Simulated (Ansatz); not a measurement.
TiO: axial (c/a) deformation path

The calculation used DFT PBEsol, scalar-relativistic, plane waves, PAW (Ansatz 0.2.0). Settings: plane waves to 420 eV, k-mesh 18×18×16 (Γ-centred), Gaussian smearing 0.15 eV. No spin polarisation. Energies are free energies at this smearing, counted from the undisturbed cell; pressure is positive in compression.

Zero of the scan (as given, not relaxed at this level; it stands at -40.4 GPa; this form isn't the usual structure):

```
Ti O
1.0
     3.03100    0.00000    0.00000
    -1.51550    2.62492    0.00000
     0.00000    0.00000    3.23770
Ti O
1 1
Direct
  0.66667 0.33333 0.00000
  0.00000 0.00000 0.50000
```

At fixed volume and fractional coordinates, lengths along (0.000, 0.000, 1.000) are scaled against those across it; ρ is that ratio over its starting value. The cell is metallic on the mesh throughout. At -40 GPa the given cell is far from its own equilibrium, so these figures belong to a strongly strained crystal.

```csv
ρ,ΔE (meV/atom),pressure (GPa)
0.800,69.9,-36.7
0.850,-6.5,-38.8
0.920,-43.6,-40.3
0.960,-32.5,-40.5
1.000,0.0,-40.4
1.050,68.9,-40.0
1.100,167.3,-39.4
1.200,444.5,-37.3
1.300,810.7,-34.1
```